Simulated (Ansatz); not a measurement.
Given:

ZrW$_{2}$:
```xyz
6
Lattice="0.0000 3.7895 3.7895 3.7895 0.0000 3.7895 3.7895 3.7895 0.0000" Properties=species:S:1:pos:R:3 pbc="T T T"
Zr     3.7895     3.7895     3.7895
Zr     5.6843     5.6843     5.6843
W      0.9474     0.9474     0.9474
W      0.9474     2.8422     2.8422
W      2.8422     2.8422     0.9474
W      2.8422     0.9474     2.8422
```

This is the PBEsol-relaxed structure.

Problem. All from PBEsol in the plane-wave PAW code Ansatz, unless another level is named. Predict the Hill bulk and shear moduli.

Solution. 227 and 89.6 GPa.

Problem. What about the elastic constants (relaxed ions, GPa)?

Solution. C11 = 330, C12 = 175, C44 = 98.5.

Space group Fd-3m (cubic Laves (MgCu2 type)). The workflow started from an entry of the Crystallography Open Database (COD). Its standing as an ambient phase is unchecked. The cell was relaxed with PBEsol under the symmetry of its start; its stability against distortions is not shown here. The run is not spin-polarised. As this level gives no gap, shear constants depend on the k-mesh and smearing (Fermi–Dirac, 0.1 eV here). Scalar-relativistic: spin–orbit coupling is off unless named, which matters more the heavier the elements.

Potentials: the later of the program's two PAW sets.
